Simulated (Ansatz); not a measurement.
# Stationary points along a deformation path in TaAgO₃

Method: DFT PBEsol, scalar-relativistic, plane waves, PAW in Ansatz 0.2.0. Settings: plane waves to 420 eV, k-mesh 8×8×8 (Γ-centred), Gaussian smearing 0.05 eV. Spin–orbit coupling is left out, which matters for the heavy elements here. No spin polarisation. Energies are free energies at this smearing, counted from the undisturbed cell; pressure is positive in compression.

Reference structure (as given, not relaxed at this level; it stands at -7.4 GPa, and it needn't be the usual structure):

```
Ta Ag O
1.0
     3.99937    0.00000    0.00000
     0.00000    3.99937    0.00000
     0.00000    0.00000    3.99937
Ta Ag O
1 1 3
Direct
  0.00000 0.00000 0.00000
  0.50000 0.50000 0.50000
  0.00000 0.00000 0.50000
  0.00000 0.50000 0.00000
  0.50000 0.00000 0.00000
```

At fixed volume and fractional coordinates, lengths along (0.000, 0.000, 1.000) are scaled against those across it; ρ is that ratio over its starting value. V = 12.794 Å³/atom. Δσ is the stress along the axis less the mean stress across it (compression positive).

```
    ρ  ΔE (meV/atom)  Δσ (GPa) space group
0.650         2914.4    315.45       P4/mmm
0.707         1671.6    232.09       P4/mmm
0.780          727.7    133.57       P4/mmm
0.850          268.4     70.69       P4/mmm
0.920           61.9     29.75       P4/mmm
0.960           13.9     13.18       P4/mmm
1.000            0.0      0.00        Pm-3m
1.050           17.6    -13.21       P4/mmm
1.100           64.2    -24.19       P4/mmm
1.200          220.8    -43.42       P4/mmm
1.300          445.1    -62.09       P4/mmm
1.414          771.1    -84.17       P4/mmm
1.500         1062.5   -101.55       P4/mmm
```

Problem. How does the stress give the slope of the energy, and where is the energy stationary?

Solution. Along the path d ln(length) is 2/3 d ln ρ on the axis and −1/3 d ln ρ across it, so dE/d ln ρ = −(2/3) V Δσ: the energy falls with ρ where Δσ is positive. Δσ vanishes or changes sign at ρ = 1.000 (Pm-3m), a minimum at 0.0 meV/atom. Pairs of stationary points between two samples would go unseen, and could change a minimum read from distant neighbours into a maximum. At ρ = 1.000 the cell is cubic, where symmetry alone makes the stress isotropic and the slope zero.

Problem. Which shear constant sets the curvature at ρ = 1?

Solution. For a cubic crystal E/V = (2/3) C (ln ρ)² with C = C′ = (C11 − C12)/2, so Δσ = −2C ln ρ. The parabola of Δσ against ln ρ through ρ = 0.960, 1 and 1.050 gives C ≈ 150 GPa with the ions clamped, rough because the steps are large. It is the stress–strain coefficient at this cell's pressure of -7.4 GPa, not the zero-pressure constant.

Problem. Integrate that slope from ρ = 1 to 0.850 by the trapezoid rule.

Solution. With V/N in Å³ and 1 eV/Å³ = 160.2 GPa the slopes at ρ = 1.000, 0.960, 0.920, 0.850 are 0, -701, -1584, -3763 meV/atom per unit of ln ρ. The steps add 14.3 + 48.6 + 211.6 = 274.5 meV/atom, against 268.4 from the energies; the trapezoid rule misses the curvature of the slope within each step.

The gap closes along the scan, which can put kinks into the curve.

Symmetry holds off the tilts and polar distortions that many cubic perovskites undergo.